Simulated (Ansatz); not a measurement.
Data:

Relaxed Al$_{2}$O$_{3}$ (corundum):

```yaml
crystal:
  lattice:
    - [2.40441, 1.38819, 4.37463]
    - [-2.40441, 1.38819, 4.37463]
    - [0.00000, -2.77638, 4.37463]
  atoms:
    - { symbol: Al, position: [0.35215, 0.35215, 0.35215] }
    - { symbol: Al, position: [0.14785, 0.14785, 0.14785] }
    - { symbol: Al, position: [0.64785, 0.64785, 0.64785] }
    - { symbol: Al, position: [0.85215, 0.85215, 0.85215] }
    - { symbol: O, position: [0.55618, 0.94382, 0.25000] }
    - { symbol: O, position: [0.25000, 0.55618, 0.94382] }
    - { symbol: O, position: [0.94382, 0.25000, 0.55618] }
    - { symbol: O, position: [0.44382, 0.05618, 0.75000] }
    - { symbol: O, position: [0.75000, 0.44382, 0.05618] }
    - { symbol: O, position: [0.05618, 0.75000, 0.44382] }
```

The atoms are displaced by Q × the pattern below (from a DFPT mode at Γ, largest move 1; Q in Å), at fixed cell. It is one choice among 2 degenerate patterns.

| atom | x | y | z |
|---|---|---|---|
| Al1 | 0.119 | -0.020 | 0.000 |
| Al2 | -0.119 | -0.020 | 0.000 |
| Al3 | -0.119 | 0.020 | 0.000 |
| Al4 | 0.119 | 0.020 | 0.000 |
| O5 | 0.000 | 0.656 | 0.754 |
| O6 | 0.285 | 0.163 | -0.377 |
| O7 | -0.285 | 0.163 | -0.377 |
| O8 | 0.000 | -0.656 | -0.754 |
| O9 | -0.285 | -0.163 | 0.377 |
| O10 | 0.285 | -0.163 | 0.377 |

Computed with PBE (plane waves to 420 eV, PAW, scalar-relativistic; Ansatz, a first-principles code). k mesh 8×8×8 (Γ-centred), Fermi-Dirac smearing 0.05 eV. Energies are smeared free energies. Al2O3 was relaxed with its symmetry unable to fall. ΔE is measured from the undisplaced structure.

The scan covers Q from -0.280 to 0.280 Å in 13 points.

**Question.** Is the energy the same for equal positive and negative displacements?

**Answer.** Even: the same for both signs.

**Question.** Which space group does the distorted structure have?

**Answer.** P-1 (No. 2), lowered from R-3c.

**Question.** What is the energy change at Q = 0.280 Å?

**Answer.** 921 meV/cell.

**Question.** What harmonic wavenumber does the curvature at Q = 0 give?

**Answer.** 358 cm⁻¹.

(A displaced cell: forces are minus the slopes of the energy, force constants its curvatures, and phonons follow from these.)
